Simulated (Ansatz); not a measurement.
Clean, relaxed (111) surface of Rh, space group Fm-3m (No. 225) (top face towards +c; atoms held fixed, by place in the list: 1, 2):

```
CELL_PARAMETERS angstrom
2.67286 0.00000 0.00000
-1.33643 2.31476 0.00000
0.00000 0.00000 23.54714
ATOMIC_POSITIONS crystal
Rh 0.66667 0.33333 0.36098
Rh 0.33333 0.66667 0.45366
Rh 0.00000 0.00000 0.54456
Rh 0.66667 0.33333 0.63579
```

These are results of DFT PBEsol, scalar-relativistic, plane waves, PAW in Ansatz, not measurements. Plane waves to 420 eV, a k mesh through Γ of 12×12×1 on the computed 4-atom cell and Gaussian smearing (0.10 eV); no spin polarisation. A dipole correction removes the field between periodic images along c.

CH is put at the top (Rh) at (0.67, 0.33) site, one adsorbate per 6.2 Å², and relaxed. E_ads counts from the clean slab and the free adsorbate (spin-polarised where it has unpaired electrons); negative means bound. Heights count from the highest slab atom after relaxation. Bonded neighbours lie within 1.25 times the sum of covalent radii (1.35 for H) and, on that scale, within 12 % of the closest. With the adsorbate the cell is lengthened along c to keep the vacuum.

Question: How strongly does it bind, and where does its anchoring atom end?

Answer: -4.79 eV; at (0.67, 0.33), 1 bonded neighbour (Rh).

Question: How high does its anchoring atom sit over the highest slab atom, and what is the shortest contact with the surface?

Answer: 1.76 Å; C–Rh 1.76 Å.

Question: The clean face has a work function of 5.28 eV. How does the adsorbate change it?

Answer: By -2.86 eV.

Question: Does the adsorbate stay in one piece?

Answer: Yes.

Each end is the local minimum or symmetric point that its start leads to. The slab is only 6.5 Å thick, so the energies aren't converged with thickness.

The adsorbed runs have no spin polarisation, so weakly bound open-shell ends lie too high.